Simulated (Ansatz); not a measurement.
The start is a generated cell, HfN placed in the AFLOW prototype AB_cF16_227_a_b (B32, as in NaTl). Cell shape, volume and atoms are optimised at zero target pressure with PBEsol (plane waves to 420 eV, PAW, scalar-relativistic; Ansatz, a quantum-chemistry and plane-wave program). First-step values are on the input's coarse k-mesh.

Ansatz input (later rounds restart from its end on a renewed k-mesh):
Ansatz 0.2 input:
```yaml
crystal:
  lattice:
    - [0, 3.105586, 3.105586]
    - [3.105586, 0, 3.105586]
    - [3.105586, 3.105586, 0]
  atoms:
    - { symbol: Hf, position: [0.75, 0.75, 0.75] }
    - { symbol: Hf, position: [0.5, 0.5, 0.5] }
    - { symbol: N, position: [0, 0, 0] }
    - { symbol: N, position: [0.25, 0.25, 0.25] }
basis: { ecutwfc: 420, ecutrho_ratio: 4, xc_grid: 2, fft_grid_basis: typed }
kpoints: { mp_grid: { grid: [7, 7, 7] } }
hamiltonian:
  xc: pbesol
  dispersion: none
  pseudopotentials: { kind: paw }
scf: { occupations: { method: fermi_dirac, width: 0.05 } }
relax: { f_tol: 0.01, max_steps: 100, cell: { stress_tol: 0.02 } }
output: { forces: true, stress: true }
```

Question: What pressure does the first self-consistent step give?

Answer: -18 GPa (negative: the cell is under tension).

Question: By how much does the energy per atom fall from start to end?

Answer: 0.16 eV/atom.

Question: What band gap does the relaxed structure have at this level?

Answer: Zero (metallic).

The space group stays Fd-3m (No. 227) (the run could not lower it); the end is AFLOW prototype AB_cF16_227_a_b (B32, as in NaTl), with 4 atoms in the primitive cell. Final values are on a 14×14×14 k-mesh of the relaxed cell. No spin polarisation in the result.

The run could not lose the symmetry of its start: the end is stationary, and may be a saddle point rather than a minimum.

All atoms sit on sites fixed by symmetry, so only the cell could relax.

The relaxed structure here is a generated cell of HfN: the first start was made by placing the elements on the sites of a structure type, and the end was not matched to a known phase here, so it may be hypothetical. Known forms of HfN include space group No. 225.
